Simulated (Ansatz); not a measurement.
## Phonons of TiCo

Method: PBEsol, scalar-relativistic; collinear spin; PAW, 420 eV, Gaussian smearing of 0.15 eV; code Ansatz. The datasets are Ansatz's generated set soft_2.

```
Ti Co
1.0
     2.94008    0.00000    0.00000
     0.00000    2.94008    0.00000
     0.00000    0.00000    2.94008
Ti Co
1 1
Direct
  0.00000 0.00000 0.00000
  0.50000 0.50000 0.50000
```

The chain of runs began from a structure of the Materials Project database, expanded in volume; all values here are this work's own. Such entries can be computed or ordered models and not known phases.

Moments typed, the run going on from the state of an earlier one (μB, in the order of the atoms): 0.05, 0.82.

The spin moment ends at 0.69 μB for each cell as shown.

Force constants come from finite displacements in a 2×2×2 supercell (the unit cell's 12×12×12 k-mesh, folded to it); the long-range dipole term is not included. Points in reciprocal vectors of this cell: Γ = (0.000, 0.000, 0.000), X = (0.000, 0.500, 0.000), M = (0.500, 0.500, 0.000), R = (0.500, 0.500, 0.500).

Problem. Is the structure dynamically stable along this path, and where does the spectrum end?

Solution. Yes: no branch is imaginary beyond numerical noise. The highest frequency is 321 cm⁻¹, at X. Points that don't fit the supercell are interpolated.

Frequencies at the named points (cm⁻¹, imaginary ones negative):
```tsv
point	ω (cm⁻¹)
Γ	0 0 0 234 234 234
X	159 159 162 162 185 321
M	135 135 146 171 290 290
R	165 165 165 282 282 282
```

Problem. What does the harmonic approximation give for the vibrational free energy, entropy and heat capacity?

Solution. Zero-point energy 35.9 meV/atom.
```tsv
T (K)	F_vib (meV/atom)	S (J/K per mole of atoms)	C_V (J/K per mole of atoms)
100	33.4	7.8	13.9
200	18.7	20.2	21.1
300	-7.2	29.2	23.1
400	-41.0	35.9	23.9
500	-81.2	41.3	24.3
600	-126.3	45.7	24.5
700	-175.8	49.5	24.6
800	-228.8	52.8	24.7
900	-285.1	55.7	24.7
1000	-344.3	58.3	24.8
```

The highest mode, 321 cm⁻¹, is worth 460 K. At 300 K the heat capacity has reached 93 % of the classical limit 3R = 24.9 J/K per mole of atoms.

The crystal is a metal or nearly so; low and unstable modes depend on mesh and smearing.

Run time: 3.2 min on 4 threads of Arm Neoverse V2, on a shared host, peak memory 2.3 GiB.

Site moments are of spin, integrated over atomic spheres. Only parallel moments were tried, so the real magnetic order may be another.
